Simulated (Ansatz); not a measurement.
Input file for Ansatz (a program for electronic structure):

Ansatz 0.2 input:
```yaml
crystal:
  lattice:
    - [3.2002713477, 0.0, 0.0]
    - [0.0, 3.2002713477, 0.0]
    - [0.0, 0.0, 3.2002713477]
  atoms:
    - { symbol: Hf, position: [0.0, 0.0, 0.0] }
    - { symbol: Os, position: [0.5, 0.5, 0.5] }
kpoints:
  mp_grid: { grid: [13, 13, 13] }
hamiltonian:
  xc: lda
  pseudopotentials: { kind: paw }
scf:
  occupations: { method: fermi_dirac, width: 0.1 }
phonons:
  method: dfpt
  response_accuracy: low
  eigenvectors: true
  rigid_motions: translations
```

Output (shortened):

```
Pseudopotential: Hf, paw, valence charge 26
Pseudopotential: Os, paw, valence charge 16
Functional definition: SPW92
Crystal: 2 atoms, lattice volume = 32.776 Å³
Basis set: ecut = 420 eV, 619 PW (Γ), exchange–correlation on 48×48×48 points (8 copies of the dense FFT grid, shifted against one another)
Bands: 26, of which v1, the nominal top of the filled ones, is band 21 counted from 1 (20 counted from 0)
Symmetry: 48 space group operations
k-points: 196 of 2197 (irreducible under 8 space group operations, time reversal used)
SCF iter   1: F=—  HF=-26596.682947 eV  |F-HF|=—  |Δ(HF+E_count)|=         —  Δρ=8.77e-3  dr2=4.58e-2  ethr=1.77e-3  ⟨swp⟩=4.7  Hψ=18275  notcnv=0
preconditioner: auto → Kerker (q_TF=auto, 2.843 Å⁻¹)
SCF iter   2: F=—  HF=-26596.678398 eV  |F-HF|=—  |Δ(HF+E_count)|=   4.55e-3  Δρ=5.43e-3  dr2=1.75e-2  ethr=1.09e-4  ⟨swp⟩=1.0  Hψ=6664  notcnv=0
SCF iter   3: F=—  HF=-26596.676685 eV  |F-HF|=—  |Δ(HF+E_count)|=   1.71e-3  Δρ=1.75e-3  dr2=1.67e-3  ethr=4.17e-5  ⟨swp⟩=2.0  Hψ=6603  notcnv=0
SCF iter   4: F=—  HF=-26596.675047 eV  |F-HF|=—  |Δ(HF+E_count)|=   1.64e-3  Δρ=6.97e-4  dr2=1.32e-4  ethr=3.96e-6  ⟨swp⟩=2.0  Hψ=8886  notcnv=0
SCF iter   5: F=—  HF=-26596.675002 eV  |F-HF|=—  |Δ(HF+E_count)|=   4.49e-5  Δρ=1.79e-4  dr2=5.46e-6  ethr=3.15e-7  ⟨swp⟩=2.0  Hψ=9040  notcnv=0
SCF iter   6: F=—  HF=-26596.675009 eV  |F-HF|=—  |Δ(HF+E_count)|=   6.57e-6  Δρ=1.26e-5  dr2=2.73e-8  ethr=1.30e-8  ⟨swp⟩=2.0  Hψ=8948  notcnv=0
SCF iter   7: F=—  HF=-26596.675011 eV  |F-HF|=—  |Δ(HF+E_count)|=   1.56e-6  Δρ=4.34e-6  dr2=3.51e-9  ethr=6.50e-11  ⟨swp⟩=3.0  Hψ=9230  notcnv=0
SCF iter   8: F=—  HF=-26596.675011 eV  |F-HF|=—  |Δ(HF+E_count)|=   1.42e-9  Δρ=1.75e-6  dr2=5.61e-10  ethr=8.36e-12  ⟨swp⟩=2.0  Hψ=7843  notcnv=0
SCF iter  10: F=-26596.675011 eV  HF=-26596.675011 eV  |F-HF|=3.64e-12  |Δ(HF+E_count)|=  3.64e-12  Δρ=5.74e-8  dr2=6.61e-13  ethr=1.00e-12  ⟨swp⟩=5.7  Hψ=23671  notcnv=0
SCF 1 converged in 10 iterations: F = -26596.675011 eV  dr2 = 6.61e-13
DFPT response loops at Γ: preconditioner auto → Kerker (q_TF=auto, 2.843 Å⁻¹) (partly filled bands, converged f_vac=0.000) …
SCF converged after 10 iterations
Free energy (F): -26596.675011 eV
Harris-Foulkes:  -26596.675011 eV  (|F-HF|=3.64e-12)
Internal energy: -26596.661647 eV  (E = F + TS)
E sigma→0 (E₀):  -26596.668329 eV
Entropy (-TS):   -0.013363 eV (-6.682 meV/atom)
Fermi energy:    24.391688 eV
--- Per-component energies (eV) ---
  E_band       = 71.875351
  E_kinetic    = 992.651575
  E_local      = -5495.148546  (includes V_loc(G=0)·N_el)
  E_nonlocal   = -1226.195077
  E_hartree    = 2579.815626
  E_xc         = -564.999825
  E_vxc        = -553.477233  (∫ρ·V_xc dr)
  E_paw        = -15435.383543  (= ΣΔE_a)
  E_vpaw       = 1194.413473  (= ΣTr[D̂ρ^β])
  E_aug_tail   = -0.000075  (compensation charges beyond the density's cutoff)
  E_ewald      = -7450.221759
  E_core_change = 2.819977  (= ΣΔE_core)
  E_smearing   = -0.013363  (= −TS)
  E_closure    =  0.000000  (closes the sum)
  Σ components = -26596.675011   (vs F -26596.675011, Δ=0.00e0)
  [band-id]    e_kinetic+e_local+e_nonlocal+2·e_hartree+e_vxc+e_vpaw+e_augmentation_tail = 71.875369   (vs E_band 71.875351, Δ=1.78e-5)
--- Band table (eV; the first three rows and the last of 196) ---
  k-point 0: bands = ["-61.5885", "-37.2460", "-20.9621", "-20.9621", "-20.9621", "-5.8128", "-5.8128", "-5.8128", "12.7903", "12.7903", "12.7903", "12.8038", "12.8038", "12.8038", "12.8161", "15.2391", "18.8207", "18.8207", "22.7628", "22.7628", "22.7628", …
  k-point 1: bands = ["-61.5883", "-37.2451", "-20.9674", "-20.9614", "-20.9614", "-5.8410", "-5.8124", "-5.8124", "12.7882", "12.7911", "12.7911", "12.8007", "12.8040", "12.8040", "12.8148", "15.3827", "18.8883", "18.9309", "22.7450", "22.7450", "22.8089", …
  k-point 2: bands = ["-61.5878", "-37.2424", "-20.9821", "-20.9594", "-20.9594", "-5.9184", "-5.8112", "-5.8112", "12.7823", "12.7922", "12.7922", "12.7925", "12.8058", "12.8058", "12.8112", "15.8017", "19.0877", "19.2371", "22.7013", "22.7013", "22.9421", …
  k-point 195: bands = ["-61.5792", "-37.1904", "-21.0414", "-21.0410", "-21.0410", "-6.1774", "-6.1774", "-6.1749", "12.7805", "12.7851", "12.7851", "12.7852", "12.8211", "12.8211", "12.8215", "20.9959", "21.1599", "21.1599", "22.2392", "22.2726", "22.2726", …
--- Phonons (Γ-DFPT): 2 representative perturbations + reference, on 196 of 2197 k-points (Σ response iterations 5) ---
  ASR residual: 1.110e-3 → 0.000e0 eV/Å²; symmetrization residual: 1.062e-4 eV/Å²
  ASR residual per site (eV/Å²): 1.11e-3 6.41e-5
  Γ frequencies (cm⁻¹): 0.00 0.00 0.00 159.78 159.78 159.78
  non-analytic LO–TO correction: not included (Born effective charges unavailable; polar crystals: no LO–TO splitting at Γ)
```

Cost: about 50 core-seconds (a rough figure) on shared cores.

Space group Pm-3m (CsCl type). The workflow started from a Materials Project entry (that database holds measured and hypothetical structures alike); the Crystallography Open Database files this formula in space group No. 221, but the cells were not matched. Its standing as an ambient phase is unchecked. The cell was relaxed with LDA under the symmetry of its start; of distortions, only those at the zone centre were tested. The run is not spin-polarised. As this level gives no gap, phonon frequencies hold no LO–TO term and depend on the k-mesh and smearing (Fermi–Dirac, 0.1 eV here). Spin–orbit coupling is left out wherever it is not named.

Potentials: the later of the program's two PAW sets.

Ansatz is a plane-wave DFT program.
